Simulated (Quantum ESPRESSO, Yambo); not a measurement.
A free-standing WS₂ monolayer (symmetry P-6m2, slab cell 16.1 Å high) under biaxial strain of +5 % in the plane. The PBEsol cell relaxed from Materials Project entry mp-224 was given a biaxial strain of +5 % in the plane, and the atoms were relaxed again, with the Coulomb interaction truncated along z. Chain: PBEsol (pw.x of Quantum ESPRESSO, ONCV potentials, scalar-relativistic); G0W0 in Yambo (6×6×1 Γ-centred k mesh, bands 2 to 131 and a 8 Ry block in the screening, 131 bands in G with the Bruneval-Gonze terminator, plasmon pole fitted at 27.2 eV, slab-truncated Coulomb interaction, stochastic integration of W near q = 0); BSE (18×18×1 mesh, 4 valence and 5 conduction bands, static screening with 38 bands and a 3 Ry block, scissor 0.82 eV, Tamm-Dancoff, stochastic integration of W near q = 0).

```yaml
PBEsol gap (dense path): 0.84 eV
PBEsol gap Γ → K on the GW mesh: 0.84 eV
PBEsol smallest direct gap on the GW mesh, at K: 1.35 eV
G0W0 direct gap at that point: 2.16 eV
G0W0 correction to the gap Γ → K: 0.90 eV
lowest_exciton: no binding energy given (see below)
```

Rough cost of the Yambo steps against G0W0 for 6 states: BSE within a factor of two.

Convergence of the G0W0 settings was not tested. The BSE states are vertical excitations (zero momentum); the indirect quasiparticle gap, about 1.74 eV, is smaller than the direct one (2.16 eV on the GW mesh). The lowest state covers only about 3 of the 324 k points, and no second mesh confirms it, so this run can't vouch for its energy or binding.

Without spin-orbit coupling, band edges of such heavy elements can be off by tenths of an eV.
